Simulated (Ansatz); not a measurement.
LaZrNO2:
```cif
data_La4N4O8Zr4
_chemical_formula_sum 'La4 Zr4 N4 O8'
_space_group_name_H-M_alt 'I212121'
_space_group_IT_number 24
_space_group_name_Hall 'I 2b 2c'
_cell_length_a 5.88260
_cell_length_b 5.89147
_cell_length_c 8.17851
_cell_angle_alpha 90.000
_cell_angle_beta 90.000
_cell_angle_gamma 90.000
loop_
_atom_site_label
_atom_site_type_symbol
_atom_site_symmetry_multiplicity
_atom_site_Wyckoff_symbol
_atom_site_fract_x
_atom_site_fract_y
_atom_site_fract_z
_atom_site_occupancy
La1 La 4 a 0.27158 0.00000 0.25000 1
Zr1 Zr 4 b 0.25000 0.48436 0.00000 1
N1 N 4 c 0.50000 0.25000 0.06389 1
O1 O 4 a 0.14118 0.50000 0.25000 1
O2 O 4 c 0.00000 0.25000 0.55933 1
```
(The calculation used a cell of 10 atoms; values per cell refer to that cell.)

Relaxed with r²SCAN.

Question: Which orbitals make up the states near the band edges in r²SCAN (plane waves, PAW; program Ansatz)?

Answer: Top 1 eV of the valence band: N 2p 59 %, O 2p 22 %, Zr 4d 6 %, La 5d 5 %. Bottom 1 eV of the conduction band: Zr 4d 57 %, La 4f 23 %, La 5d 13 %. Projections are on Löwdin-orthogonalised atomic valence shells; empty p or d shells of many metals are not among them.

Question: Tabulate the density of states.

Answer: States/eV per cell of 10 atoms, in 0.25 eV bins, energy from the valence-band maximum.

| E (eV) | total | La 4f | O 2p | Zr 4d |
|---|---|---|---|---|
| -7.85 | 0.00 | 0.00 | 0.00 | 0.00 |
| -7.60 | 0.00 | 0.00 | 0.00 | 0.00 |
| -7.35 | 0.00 | 0.00 | 0.00 | 0.00 |
| -7.10 | 0.00 | 0.00 | 0.00 | 0.00 |
| -6.85 | 0.00 | 0.00 | 0.00 | 0.00 |
| -6.60 | 0.00 | 0.00 | 0.00 | 0.00 |
| -6.35 | 0.00 | 0.00 | 0.00 | 0.00 |
| -6.10 | 0.00 | 0.00 | 0.00 | 0.00 |
| -5.85 | 0.00 | 0.00 | 0.00 | 0.00 |
| -5.60 | 0.00 | 0.00 | 0.00 | 0.00 |
| -5.35 | 0.00 | 0.00 | 0.00 | 0.00 |
| -5.10 | 0.00 | 0.00 | 0.00 | 0.00 |
| -4.85 | 0.68 | 0.00 | 0.45 | 0.13 |
| -4.60 | 4.68 | 0.02 | 3.09 | 0.92 |
| -4.35 | 9.87 | 0.05 | 6.11 | 1.57 |
| -4.10 | 9.44 | 0.07 | 6.06 | 1.56 |
| -3.85 | 8.24 | 0.06 | 5.55 | 1.22 |
| -3.60 | 8.80 | 0.06 | 6.04 | 1.14 |
| -3.35 | 9.87 | 0.08 | 6.75 | 1.25 |
| -3.10 | 10.06 | 0.10 | 6.95 | 0.96 |
| -2.85 | 10.90 | 0.13 | 7.63 | 0.84 |
| -2.60 | 7.98 | 0.13 | 5.25 | 0.55 |
| -2.35 | 9.32 | 0.18 | 6.45 | 0.51 |
| -2.10 | 8.41 | 0.14 | 5.35 | 0.51 |
| -1.85 | 4.80 | 0.09 | 2.36 | 0.32 |
| -1.60 | 4.35 | 0.09 | 1.16 | 0.44 |
| -1.35 | 7.11 | 0.17 | 1.85 | 0.70 |
| -1.10 | 8.00 | 0.21 | 1.94 | 0.73 |
| -0.85 | 7.05 | 0.17 | 1.91 | 0.54 |
| -0.60 | 9.75 | 0.26 | 2.17 | 0.63 |
| -0.35 | 3.94 | 0.16 | 0.53 | 0.16 |
| -0.10 | 0.76 | 0.03 | 0.09 | 0.02 |
| 0.15 | 0.00 | 0.00 | 0.00 | 0.00 |
| 0.40 | 0.00 | 0.00 | 0.00 | 0.00 |
| 0.65 | 0.00 | 0.00 | 0.00 | 0.00 |
| 0.90 | 0.00 | 0.00 | 0.00 | 0.00 |
| 1.15 | 0.00 | 0.00 | 0.00 | 0.00 |
| 1.40 | 0.00 | 0.00 | 0.00 | 0.00 |
| 1.65 | 0.00 | 0.00 | 0.00 | 0.00 |
| 1.90 | 0.00 | 0.00 | 0.00 | 0.00 |
| 2.15 | 0.00 | 0.00 | 0.00 | 0.00 |
| 2.40 | 0.00 | 0.00 | 0.00 | 0.00 |
| 2.65 | 0.06 | 0.00 | 0.00 | 0.04 |
| 2.90 | 0.69 | 0.08 | 0.01 | 0.47 |
| 3.15 | 1.41 | 0.23 | 0.03 | 0.91 |
| 3.40 | 4.27 | 0.91 | 0.14 | 2.57 |
| 3.65 | 7.12 | 1.99 | 0.33 | 3.38 |
| 3.90 | 11.80 | 4.97 | 0.55 | 3.62 |
| 4.15 | 17.27 | 12.25 | 0.39 | 2.21 |
| 4.40 | 45.56 | 40.48 | 0.59 | 1.63 |
| 4.65 | 35.98 | 31.02 | 0.73 | 1.95 |
| 4.90 | 13.31 | 7.38 | 0.53 | 3.41 |

Space group I2_12_12_1. The start of the workflow was typed in or built on a structure type; neither database checked (COD, Materials Project) lists it. Whether it is the stable phase at ambient conditions was not checked. The cell was relaxed with r²SCAN under the symmetry of its start; its stability against distortions is not shown here. The run is not spin-polarised. Spin–orbit coupling is left out wherever it is not named.

Potentials: the earlier of the program's two PAW sets.
